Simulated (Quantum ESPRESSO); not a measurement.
Different elements on one site among Ir Pt Sn

Calculated results; nothing here was measured. They come from Quantum ESPRESSO 7.5, a public plane-wave density functional program. Each row is one single-point run on a made-up periodic cell of eight metal atoms, with elements, volume, strain and displacements drawn at random and not relaxed, so a cell may be unstable or far from any real phase. There is no spin polarisation or spin-orbit coupling.

Settings: PBE unless stated; PseudoDojo standard norm-conserving files; Fermi-Dirac width 0.25 eV, which means electrons at about 2900 K; cutoff 1143 eV; 5 x 4 x 5 k mesh shifted half a step off Gamma. E is the free energy of the whole cell (internal energy minus TS), so a -TS column is already part of it. Stress is positive in tension, and the pressure P is minus a third of its trace.

Checks: one run of this series was repeated at a higher cutoff and on a denser mesh, which moved values by no more than 0.007 eV, 0.08 GPa and 0.008 eV/Å, and a second program with other atomic files agreed on it to 2 % rms in force and 0.5 GPa in pressure. Known limits: the tin pseudopotential is less sure than most, with forces differing by about three percent from a second method on plain tin; heavy elements are run without spin-orbit coupling, which real alloys of them have; a spin test at this wide smearing found no moment, but such smearing suppresses magnetism that the real alloy may have.

The lattice is face-centred cubic, and the cell vectors in Å are (2.265, 4.328, 2.168); (0.099, 4.340, -4.459); (-4.387, 4.251, 0.011), a volume of 169.90 Å³. The elements on sites 1 to 8 are Sn Sn Ir Sn Pt Sn Pt X. The runs change X and keep the cell and the displaced positions. The column v is a rough volume for each atom of the pure element, close to PBE values, from general knowledge and not from these runs. Energies are left out, as each element's file has its own zero.

```
run,X,v (Å³),-TS (eV),force on X (eV/Å),rms force (eV/Å),P (GPa)
1,Li,20.3,-1.040,0.303,0.811,-6.14
2,W,16.1,-1.396,1.078,0.813,-9.55
3,Ru,13.8,-1.483,0.418,0.804,-9.88
4,Ga,19.0,?,?,?,?
5,Sn,27.9,-1.023,1.162,0.887,-0.68
```

## Worked fit

A straight line through the runs shown gives P = -19.9 + 0.684 v GPa with v in Å³, an error of 0.059 on the slope and a scatter of 0.64 GPa. At this fixed volume the pressure tends to rise with the size of X.

## Withheld run

Question: what pressure should run 4, with Ga, give?

The fit gives -6.90 ± 0.71 GPa. The calculation gave -4.57 GPa. This run lies off the fit by more than twice that error, so something that the fit leaves out matters here.
